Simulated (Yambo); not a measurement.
Yambo run on Mg₃ZnO₄ (space group P4/mmm, No. 123). The wavefunctions are norm-conserving PBEsol (Quantum ESPRESSO, 84 Ry, scalar-relativistic) ones on a 4×4×2 mesh (37 occupied bands); a = 3.026 Å, b = 3.026 Å, c = 8.553 Å, α = 90.00°, β = 90.00°, γ = 90.00°.

Yambo input:

```
rim_cut
gw0
dyson
el_el_corr
HF_and_locXC
ppa
em1d
RandQpts= 1000000
RandGvec= 1 Ry
EXXRLvcs= 84 Ry
VXCRLvcs= 336 Ry
Chimod= "HARTREE"
% BndsRnXp
 8 | 166 |
%
NGsBlkXp= 7 Ry
% LongDrXp
 1.0 | 1.0 | 1.0 |
%
PPAPntXp= 27.2114 eV
% GbndRnge
 1 | 166 |
%
GTermKind= "BG"
DysSolver= "n"
ExtendOut
% QPkrange
 1 | 1 | 37 | 38 |
 5 | 5 | 37 | 37 |
%
```

k points by index: 1 = Γ, 5 = X.

The o-*.qp file then holds:

```
#    K-point    Band    Eo [eV]    E [eV]    E-Eo [eV]    Vxc [eV]    Vnlxc [eV]    Sc|Eo [eV]    Sc|E [eV]    dSc/dw|Eo [eV]    Re(Z)    Im(Z)
#
    1    37    -0.779098    -1.820869    -1.041771    -19.72232    -25.19775    4.164332    4.433654    -7.033620    0.794605    -0.001668
    1    38    2.436081    3.294521    0.858440    -14.83147    -10.61909    -3.189218    -3.353942    -5.221143    0.839014    -0.887369E-3
    5    37    0.000000    -1.003713    -1.003713    -24.38141    -30.06787    4.426343    4.682742    -6.950370    0.796544    -0.001158
```
(The two width columns are left out.) Convergence of these settings isn't established.

Geometry of the Materials Project entry, not relaxed at this level.

The structure is a Materials Project entry; no match was found in the copy of COD used, and its stability was not checked.
